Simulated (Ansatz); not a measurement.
**What DFT gives for LuAu$_{2}$**

```xyz
3
Lattice="0.0000 3.6807 0.0000 3.6807 0.0000 0.0000 1.8403 1.8403 -4.4752" Properties=species:S:1:pos:R:3 pbc="T T T"
Lu    0.0000    0.0000    0.0000
Au    1.8403    1.8403   -1.4142
Au    3.6807    3.6807   -3.0610
```

The numbers come from plane-wave PAW DFT (Ansatz): PBEsol, no spin polarisation, 420 eV, 10×10×10 Γ-centred k points, fermi-dirac occupations (width 0.0207 eV). Nothing was relaxed.

**Forces.** The largest is on Au2 (and as large on other atoms): 0.56 eV/Å, components (0.00, 0.00, -0.56). It makes 180° with the line to a nearest neighbour, Au3 at 2.83 Å, pointing away from it.
**Formation energy.** -0.84 eV an atom against the elements' usual phases (free molecules for gases, crystals otherwise, with no correction for O₂ or N₂), so it is bound against them; other compounds may still compete. Relaxing would lower it.
**Stress.** The pressure is -4.5 GPa (compression positive), so with the atoms held at these fractions the cell would first shrink.
**At the Fermi level.** It is a metal, with about 0.95 states/eV a cell as the mean within 0.25 eV of the Fermi level.

Origin: a known structure type with other elements, at an estimated volume, so it need not be a known compound.
